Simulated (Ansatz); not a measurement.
MgB$_{2}$ (AlB2 type, space group P6/mmm)

```
MgB2
1.0
    3.07432     0.00000     0.00000
   -1.53716     2.66244     0.00000
    0.00000     0.00000     3.52754
Mg B
1 2
Direct
  0.00000   0.00000   0.00000
  0.33333   0.66667   0.50000
  0.66667   0.33333   0.50000
```

The slice is a (-1 1 0 2) plane (indices of the conventional cell) through the point (0.333, 0.667, 0.500) (fractional), spanned by u = [110] and v = [1 -1 1] in vectors of this cell: u (3.07 Å) and v (6.39 Å, at 90° to u). It covers one period; positions are fractions (u, v).

All values below come from PBE (plane waves to 420 eV, PAW, scalar-relativistic; Ansatz, a first-principles code). k mesh 17×17×13. Inside the PAW spheres the values are not all-electron values, and peaks at nuclei hang on which shells count as valence. MgB2 was relaxed with its symmetry unable to fall.

Problem. Predict the map of the valence electron density on the slice.

Solution. 
```
|==++++++======++++++|
|======++++==++++====|
|------==========----|
|....::----------::..|
|  ....::::::::::....|
|--::......::......::|
|@@**::  ......  ::**|
|@@##::          ::##|
|**==..          ..==|
|..                  |
|                    |
|                    |
|........      ......|
|::::..............::|
|::::::....  ....::::|
|----::..      ..::--|
|==--::..      ..::--|
|++==--::..  ..::--==|
|==++==--::::::--==++|
|::==++==------==++==|
```
Scale: ten equal steps from -0.97 (start of ' ') to 0.65 (end of '@'), in the order ' .:-=+*#%@'. Values: log₁₀ of the valence density in e/Å³. The map has 10 points along u (two characters each, u = 0 at the left) and 20 along v (v = 0 in the bottom row). The scale is logarithmic, as a density can span decades between atoms and voids.
